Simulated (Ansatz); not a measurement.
The start is a generated cell, Hf built in the hcp structure type. The cell and all atomic positions are relaxed at zero pressure with PBE (plane waves to 420 eV, PAW, scalar-relativistic; Ansatz, a program for electronic structure). First-step values are on the input's coarse k-mesh.

Ansatz input (later rounds restart from its end on a renewed k-mesh):
Ansatz 0.2 input:
```yaml
crystal:
  lattice:
    - [3.1999999, 0, 0]
    - [-1.5999999, 2.7712812, 0]
    - [0, 0, 5.0624]
  atoms:
    - { symbol: Hf, position: [0.33333333, 0.66666667, 0.75] }
    - { symbol: Hf, position: [0.66666667, 0.33333333, 0.25] }
basis: { ecutwfc: 420, ecutrho_ratio: 4, xc_grid: 2, fft_grid_basis: typed }
kpoints: { mp_grid: { grid: [12, 12, 7] } }
hamiltonian:
  xc: pbe
  dispersion: none
  pseudopotentials: { azcp: { folder: ./paw }, kind: paw }
scf: { occupations: { method: fermi_dirac, width: 0.05 } }
relax: { f_tol: 0.01, max_steps: 100, cell: { stress_tol: 0.02 } }
output: { forces: true, stress: true }
```

- Volume change: +0.4 %, from 22.45 to 22.53 Å³/atom
- Shortest distances (start → end): The closest pairs of elements (up to four, under 3.6 Å), start → end: Hf–Hf 3.13 → 3.14 Å
- Optimiser moves: 4

The end point of the relaxation:

```cif
data_Hf2
_chemical_formula_sum 'Hf2'
_space_group_name_H-M_alt 'P63/mmc'
_space_group_IT_number 194
_space_group_name_Hall '-P 6c 2c'
_cell_length_a 3.20412
_cell_length_b 3.20412
_cell_length_c 5.06894
_cell_angle_alpha 90.000
_cell_angle_beta 90.000
_cell_angle_gamma 120.000
loop_
_atom_site_label
_atom_site_type_symbol
_atom_site_symmetry_multiplicity
_atom_site_Wyckoff_symbol
_atom_site_fract_x
_atom_site_fract_y
_atom_site_fract_z
_atom_site_occupancy
Hf1 Hf 2 d 0.66667 0.33333 0.25000 1
```

Final values are on a 17×17×9 k-mesh of the relaxed cell. No spin polarisation in the result.

The run could not lose the symmetry of its start; a randomly shaken copy of 2 atoms returns to this structure.

All atoms sit on sites fixed by symmetry, so only the cell could relax.
